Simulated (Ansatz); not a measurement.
MgZn3O4:
```yaml
crystal:
  lattice:
    - [5.95199, 3.43446, 0.00000]
    - [-5.95199, 3.43446, 0.00000]
    - [-0.00237, 0.00000, 8.79002]
  atoms:
    - { symbol: Zn, position: [0.16910, 0.33433, 0.62493] }
    - { symbol: Zn, position: [0.83161, 0.16549, 0.87498] }
    - { symbol: O, position: [0.16476, 0.33226, 0.87497] }
    - { symbol: O, position: [0.83291, 0.16660, 0.13299] }
    - { symbol: Zn, position: [0.16517, 0.33380, 0.12507] }
    - { symbol: Mg, position: [0.83410, 0.16784, 0.37512] }
    - { symbol: O, position: [0.16745, 0.33396, 0.37508] }
    - { symbol: O, position: [0.83236, 0.16473, 0.61726] }
    - { symbol: Zn, position: [0.66563, 0.33431, 0.62505] }
    - { symbol: Zn, position: [0.33380, 0.16517, 0.87493] }
    - { symbol: O, position: [0.66719, 0.33136, 0.87496] }
    - { symbol: O, position: [0.33226, 0.16476, 0.12503] }
    - { symbol: Zn, position: [0.66832, 0.33382, 0.12493] }
    - { symbol: Zn, position: [0.33433, 0.16910, 0.37507] }
    - { symbol: O, position: [0.66768, 0.33598, 0.37513] }
    - { symbol: O, position: [0.33396, 0.16745, 0.62492] }
    - { symbol: Zn, position: [0.66610, 0.83156, 0.62509] }
    - { symbol: Zn, position: [0.33382, 0.66832, 0.87507] }
    - { symbol: O, position: [0.66736, 0.83472, 0.88306] }
    - { symbol: O, position: [0.33136, 0.66719, 0.12504] }
    - { symbol: Mg, position: [0.66578, 0.83315, 0.12497] }
    - { symbol: Zn, position: [0.33431, 0.66563, 0.37495] }
    - { symbol: O, position: [0.66786, 0.83268, 0.36697] }
    - { symbol: O, position: [0.33598, 0.66768, 0.62487] }
    - { symbol: Mg, position: [0.16784, 0.83410, 0.62488] }
    - { symbol: Mg, position: [0.83315, 0.66578, 0.87503] }
    - { symbol: O, position: [0.16660, 0.83291, 0.86701] }
    - { symbol: O, position: [0.83472, 0.66736, 0.11694] }
    - { symbol: Zn, position: [0.16549, 0.83161, 0.12502] }
    - { symbol: Zn, position: [0.83156, 0.66610, 0.37491] }
    - { symbol: O, position: [0.16473, 0.83236, 0.38274] }
    - { symbol: O, position: [0.83268, 0.66786, 0.63303] }
```

Relaxed with r²SCAN.

Problem. Map the electron localisation function on the plane through (0.169, 0.334, 0.625) spanned by u = [0, 0, 1] and v = [1, -1, 0] in lattice vectors, from r²SCAN in the plane-wave PAW code Ansatz.

Solution. x is the fraction of u, y of v (the angle between them is 90°; rows are the nearest grid lines); atoms in the plane: Zn at (0.00, 0.00), O at (0.25, 1.00), Zn at (0.50, 1.00), O at (0.75, 1.00), Zn at (0.25, 0.17), O at (0.50, 0.17), Zn at (0.75, 0.17), O at (1.00, 0.17), Zn at (0.00, 0.50), O at (0.26, 0.50).
```
|   ...#@@+:+@@#...    ...*@@+:+@@#...   |
| .....=%@@@@@%=....  ....=%@@@@@%=..... |
|:... .:+*#%#*=:. ...... .:+#%%%#+:. ...:|
|                            ...         |
|                                        |
|:::.             .:::..     ...     ..::|
|#**=:.         .-=***+-.  .......  .-+*#|
|%@@@%= .=+=+=. =%@@%@@%=...     ...=%@@%|
|=+%@@+ :+-:-+: +@@@*%@@+...     ...+@@#=|
|%%#*=.         .=#@@@%+:......... .:=*#%|
|..... .-*####+:  ...... .:-=++=-:. .....|
|   ...+@@@#%@@@= .====. =@@@##%@@+...   |
|   ...+@@%*#@@@+ .====. =@@@##%@@+...   |
|:...  :=*#%%#*=.        .=*#%%#*=:  ...:|
|...    .:-==-:.          .:-===-.    ...|
|                                        |
|                                        |
|#*+-.  .......  .-+**+-.  .......  .=+*#|
|@@%#-...........-#%@@%#-...........-#%@@|
|-*@@*...     ...*@@**@@*...     ...*@@*-|
|@@@%+....   ....+%@@@@%+...     ...+%@@@|
|..... .:=====:. ........ .:-===-:. .....|
|  ....=#@@@@@#=....  ....=#@@@@@#=....  |
|   ...#@@+:+@@#...    ...*@@+:+@@#...   |
```
Scale: ten equal steps from 0.000 (start of ' ') to 0.841 (end of '@'), in the order ' .:-=+*#%@'; x runs from 0.000 to 1.00, y from 0.000 (bottom) to 1.00 (top).

The density is the valence pseudo-density with augmentation charge, so density and ELF within about 1 Å of a nucleus are not all-electron values.

Space group C2. The start of the workflow was typed in or built on a structure type; neither database checked (COD, Materials Project) lists it. Whether it is the stable phase at ambient conditions was not checked. Symmetry was held in the r²SCAN relaxation; whether a distortion lowers the energy is not shown.

Potentials: the later of the program's two PAW sets.
